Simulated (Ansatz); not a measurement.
Relaxation of a relaxed Bi2Se3 cell, doubled along one cell vector, shaken by Gaussian noise of σ = 0.08 Å a coordinate; 10 atoms in the cell, which starts as P1 (No. 1), aP10; a = b = 5.5951 Å, c = 11.1901 Å, α = β = γ = 83.05°. Method: PBE (plane waves to 420 eV, PAW, scalar-relativistic; Ansatz, an electronic-structure program). Γ-centred k-mesh 4×2×4 on the run's cell (coarser than for final values), Fermi–Dirac smearing 0.05 eV. This is the first round of the run. 

The optimiser's lines from the output (shortened; P is positive under compression):

```
relax step   1: F+E_penalty+E_count = -82413.33700140 eV  Δ(F+E_penalty+E_count) = +0.000e0 eV  max|allowed force component| = 9.134e-1 eV/Å  Δτ_max = 0.0000 Å  P = +0.079 GPa  Ω = 343.159 Å³  (10 SCF iters, dr2 threshold 1.00e-7 eV, accepted)
relax step   2: F+E_penalty+E_count = -82413.75878439 eV  Δ(F+E_penalty+E_count) = -4.218e-1 eV  max|allowed force component| = 2.967e-1 eV/Å  Δτ_max = 0.1949 Å  P = -0.020 GPa  Ω = 338.694 Å³  (8 SCF iters, dr2 threshold 1.00e-6 eV, accepted)
relax step   3: F+E_penalty+E_count = -82413.84394822 eV  Δ(F+E_penalty+E_count) = -8.516e-2 eV  max|allowed force component| = 1.406e-1 eV/Å  Δτ_max = 0.2000 Å  P = +0.078 GPa  Ω = 344.305 Å³  (8 SCF iters, dr2 threshold 1.00e-6 eV, accepted)
relax step   4: F+E_penalty+E_count = -82413.87375370 eV  Δ(F+E_penalty+E_count) = -2.981e-2 eV  max|allowed force component| = 2.387e-1 eV/Å  Δτ_max = 0.1055 Å  P = +0.262 GPa  Ω = 347.989 Å³  (7 SCF iters, dr2 threshold 1.00e-6 eV, accepted)
relax step   5: F+E_penalty+E_count = -82413.94392359 eV  Δ(F+E_penalty+E_count) = -7.017e-2 eV  max|allowed force component| = 2.661e-1 eV/Å  Δτ_max = 0.1972 Å  P = +0.307 GPa  Ω = 356.731 Å³  (8 SCF iters, dr2 threshold 1.00e-6 eV, accepted)
relax step   6: F+E_penalty+E_count = -82414.02625683 eV  Δ(F+E_penalty+E_count) = -8.233e-2 eV  max|allowed force component| = 3.961e-2 eV/Å  Δτ_max = 0.1184 Å  P = +0.082 GPa  Ω = 365.273 Å³  (8 SCF iters, dr2 threshold 1.00e-6 eV, accepted)
relax step   7: F+E_penalty+E_count = -82414.02954755 eV  Δ(F+E_penalty+E_count) = -3.291e-3 eV  max|allowed force component| = 6.664e-2 eV/Å  Δτ_max = 0.0463 Å  P = -0.193 GPa  Ω = 371.812 Å³  (8 SCF iters, dr2 threshold 9.80e-8 eV, accepted)
relax step   8: F+E_penalty+E_count = -82414.03266236 eV  Δ(F+E_penalty+E_count) = -3.115e-3 eV  max|allowed force component| = 1.165e-2 eV/Å  Δτ_max = 0.0156 Å  P = -0.035 GPa  Ω = 368.904 Å³  (6 SCF iters, dr2 threshold 2.90e-7 eV, accepted)
relax step   9: F+E_penalty+E_count = -82414.03281874 eV  Δ(F+E_penalty+E_count) = -1.564e-4 eV  max|allowed force component| = 3.944e-3 eV/Å  Δτ_max = 0.0059 Å  P = +0.008 GPa  Ω = 367.972 Å³  (7 SCF iters, dr2 threshold 8.48e-9 eV, accepted)
relax step  10: F+E_penalty+E_count = -82414.03274469 eV  Δ(F+E_penalty+E_count) = +7.405e-5 eV  max|allowed force component| = 1.678e-2 eV/Å  Δτ_max = 0.0051 Å  P = -0.034 GPa  Ω = 367.615 Å³  (10 SCF iters, rejected (line search))
relax step  11: F+E_penalty+E_count = -82414.03283179 eV  Δ(F+E_penalty+E_count) = -1.305e-5 eV  max|allowed force component| = 1.114e-3 eV/Å  Δτ_max = 0.0021 Å  P = +0.002 GPa  Ω = 367.938 Å³  (10 SCF iters, accepted)
relax step  12: F+E_penalty+E_count = -82414.03457469 eV  Δ(F+E_penalty+E_count) = -1.743e-3 eV  max|allowed force component| = 1.084e-3 eV/Å  Δτ_max = 0.0000 Å  P = +0.004 GPa  Ω = 367.938 Å³  stress off target by 8.59e-3 GPa  SCF on the basis re-selected at this cell (its energy is not comparable with the rows above)  (10 SCF iters)
```

From the first to the last row the energy changes by -0.07 eV/atom and the volume by +7.2 %. The last row is marked as not comparable with the walk above it, whose basis was carried along; it does compare with step 1, since both stand on a basis selected at the nominal cutoff for their own cell.

Step 10 was rejected by the optimiser.

Later rounds, restarted from the end of this one on a renewed k-mesh, logged 5 more steps and released under 1 meV/atom more. The final structure after all rounds: R3, hexagonal axes (No. 146), hR5; a = b = 7.407 Å, c = 11.695 Å, α = β = 90.00°, γ = 120.00°. Between re-selections the logged energies stand on a plane-wave basis carried along with the cell. No spin polarisation in the result.

The relaxed structure here is a generated cell of Bi2Se3: the first start was made by placing the elements on the sites of a structure type, and the end was not matched to a known phase here, so it may be hypothetical. Known forms of Bi2Se3 include space group No. 166.
